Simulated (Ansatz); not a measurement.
CdF2 (fluorite, Fm-3m), r²SCAN (plane waves, PAW; program Ansatz): ε∞ = 2.65, cell volume 39.18 Å³. Infrared-active transverse modes:

```csv
ω_TO (cm⁻¹),oscillator strength S_xx (e²/amu)
224.3,0.2103
```

### Question
Compute the static dielectric constant.

### Answer
Each mode adds (4.921e7/V) S/ω²: 5.25. So ε0 = 7.90.

### Question
What LO frequency does the Lyddane–Sachs–Teller relation give?

### Answer
ω_LO = ω_TO √(ε0/ε∞) = 387 cm⁻¹.

Symmetry was held in the r²SCAN relaxation. Scalar-relativistic: spin–orbit coupling is off unless named, which matters more the heavier the elements.

Potentials: the earlier of the program's two PAW sets. The files were generated under PBE; for other functionals the program regenerates the frozen cores, and for LDA and PBEsol the local potential too.
